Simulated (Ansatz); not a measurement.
**MgO, first-principles data**

MgO:
```
MgO
1.0
    2.89941     0.00000     0.00000
   -1.44970     2.51096     0.00000
    0.00000     0.00000     2.64471
Mg O
1 1
Direct
  0.00000   0.00000   0.00000
  0.66667   0.33333   0.50000
```

Space group P-6m2 (No. 187); conventional cell a = b = 2.8994 Å, c = 2.6447 Å, α = β = 90.00°, γ = 120.00°.

Method: plane-wave PAW HSE06 (Ansatz code). Geometry: relaxed at this level of theory. Other levels are named where they apply.

**Cell and energy**

| Quantity | Result |
|---|---|
| Volume per atom | 9.63 Å³ |
| Density | 3.48 g/cm³ |

**Electronic structure**

| Item | Result |
|---|---|
| Band gap | 4.93 eV (indirect) |
| Valence-band maximum | at K |
| Conduction-band minimum | at Γ |
| Smallest direct gap on the standard path | 5.37 eV |

**Mechanics**

| Item | Result |
|---|---|
| Bulk modulus (Birch–Murnaghan fit) | 154 GPa |
| Pressure derivative B′ | 4.1 |

**Charges**

| Property | Value |
|---|---|
| Bader charges | Mg +1.73, O -1.73 e |

The cell is a constructed one: a structure type filled with these elements; the Crystallography Open Database copy checked does not list it. It is not the phase usual at ambient conditions (space group No. 225). The HSE06 relaxation kept the symmetry of its start; whether a distortion lowers the energy is not shown. The hybrid was solved on a coarse mesh, the path and, where they were found, the r²SCAN edge points; its band edges are the extreme levels among these.

Potentials: the later of the program's two PAW sets.
